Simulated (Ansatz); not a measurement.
Space group Pm-3m (No. 221). a = 4.106 Å, b = 4.106 Å, c = 4.106 Å, α = 90.00°, β = 90.00°, γ = 90.00°
```tsv
atom	site	symmetry	x	y	z
K	1a	m-3m	0.0000	0.0000	0.0000
V	1b	m-3m	0.5000	0.5000	0.5000
F	3c	4/mm.m	0.5000	0.5000	0.0000
```

Equation of state of this KVF3 structure (not necessarily the ground state), with shape and atoms relaxed at each volume where symmetry leaves them free. Theory: DFT PBEsol, scalar-relativistic, plane waves, PAW in Ansatz.

Settings: cutoff 420 eV, Γ-centred mesh 10×10×10 on the computed 5-atom cell, Gaussian smearing of 0.02 eV; collinear spin.

```tsv
V (Å³/atom)	E − E(largest V) (meV/atom)	P (GPa)	gap on mesh (eV)
13.015	2.75	5.57	0.59
13.430	-7.66	2.54	0.58
13.845	-10.85	-0.01	0.58
14.261	-7.96	-2.15	0.58
14.676	0.00	-3.96	0.58
```

Fit a third-order Birch–Murnaghan equation to E(V).

V0 = 13.84 Å³/atom, B0 = 78 GPa, B0' = 4.9.

The cell holds one magnetic atom, so it can only be ferromagnetic; an antiferromagnetic order may lie lower.

The gaps are read on the mesh, which can miss the band edges, so they can be too wide.

Symmetry holds off the tilts and polar distortions that many cubic perovskites undergo.

Cost: 5 runs of about 2.6 core-minutes in all, on Arm Neoverse V2 (shared hosts).